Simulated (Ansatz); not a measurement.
## Te3As2: reading a single point

```
As Te
1.0
     0.00000    4.05826    0.00000
     7.24573   -2.02913    0.00000
     0.88141    0.00000   -9.95458
As Te
4 6
Direct
  0.61290 0.22580 0.55960
  0.38710 0.77420 0.44040
  0.20100 0.40200 0.85920
  0.79900 0.59800 0.14080
  0.02890 0.05780 0.71160
  0.97110 0.94220 0.28840
  0.77800 0.55600 0.65940
  0.22200 0.44400 0.34060
  0.37470 0.74940 0.96370
  0.62530 0.25060 0.03630
```

The numbers come from plane-wave PAW DFT (Ansatz): r2SCAN, no spin polarisation, 500 eV, 7×7×3 Γ-centred k points, fermi-dirac occupations (width 0.1 eV). Nothing was relaxed.

Q: Describe some of the short contacts.

A: As–Te at 2.67 Å: least valence density 0.47 e/Å³ and ELF 0.73 there, a shared, covalent-like contact. These are pseudo-fields; inside the PAW spheres they differ from the all-electron ones.

Q: Which atom feels the largest force, and which way?

A: The largest is on Te9 (and as large on other atoms): 0.38 eV/Å, components (-0.36, 0.00, -0.13). It makes 42° with the line to a nearest neighbour, As3 at 2.81 Å, pointing towards it.

Q: Which orbitals make up the band edges?

A: Within 0.7 eV of the edges, the states project mainly on Te p (84 %) below the gap and on As p (47 %) and Te p (41 %) above it.

Q: Is there a gap, and of what kind?

A: The gap is 0.55 eV, indirect (the least direct gap found is 0.60 eV).

Origin: a database entry at a rescaled volume. Caveats: no spin-orbit coupling, which can shift this gap by tenths of an eV.
